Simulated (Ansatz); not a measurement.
ZrMo (rock salt, Fm-3m), plane-wave PAW PBEsol (Ansatz code), all energies at zero smearing, with the estimated change up to a 700 eV cutoff added, with one set of potentials and settings (totals compare only within such a set). Cell of 2 atoms (1 Mo, 1 Zr): -9024.097 eV.

```
element              reference phase  E (eV/atom)
-------  ---------------------------  -----------
Mo        Im-3m, 1 atoms in the cell   -4897.4695
Zr       P6/mmm, 3 atoms in the cell   -4128.6456
```

Formation energy per atom, worked out: (-9024.097 − 1×(-4897.4695) − 1×(-4128.6456))/2 = 1.009 eV/atom (97 kJ per mol of atoms), at 0 K, without zero-point energy or fitted corrections.

The start of the workflow was typed in or built on a structure type; neither database checked (COD, Materials Project) lists it. Whether it is the stable phase at ambient conditions was not checked. The PBEsol relaxation kept the symmetry of its start. At this level the phase is mechanically unstable. The run is not spin-polarised. Its formation energy is positive at this level, so the cell may be metastable or incomplete. The references are the lowest solids computed at this level, not always the standard phases.

Potentials: the later of the program's two PAW sets.
